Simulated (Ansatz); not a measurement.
SiC in space group P6_222 (No. 180; Si on 3d, C on 3c), plane-wave PAW PBEsol (Ansatz code). The conduction-band minimum lies at M, with 3 equivalent valleys. Second derivatives d²E/dk² of the lowest band at one valley (eV·Å²), along Cartesian directions:

```csv
direction,d²E/dk²
[100],8.656
[010],16.98
[001],44.14
[110],12.78
[101],26.36
[011],30.54
```

Task: Find the principal effective masses, the density-of-states mass and the conductivity mass.

Result: Off-diagonal terms follow from H_xy = H[110] − (H_xx + H_yy)/2, and m*/mₑ = 7.620 eV·Å² over each eigenvalue: 0.17, 0.45, 0.88. One valley's DOS mass (m₁m₂m₃)^(1/3) = 0.41, conductivity mass 3/(Σ 1/mᵢ) = 0.33 mₑ.

Task: What effective density of states Nc follows at 300 K for parabolic valleys?

Result: Nc = 2.509e19 × 3 × (0.41)^(3/2) ≈ 2.0e19 cm⁻³.

Task: With the computed static dielectric constant 21.4 (mean of the diagonal), estimate a hydrogenic donor's binding energy and radius.

Result: E = 13.606 eV × 0.33/21.4² ≈ 9.8 meV; a = 0.529 Å × ε/m* ≈ 34 Å. Semilocal masses tend to be too small where the gap is.

The start of the workflow was typed in or built on a structure type; neither database checked (COD, Materials Project) lists it. It is not the phase usual at ambient conditions (space group No. 186, 216). The PBEsol relaxation kept the symmetry of its start; phonons on a q-mesh show no instability. Its formation energy is positive at this level, so the cell may be metastable or incomplete.

Potentials: the later of the program's two PAW sets.
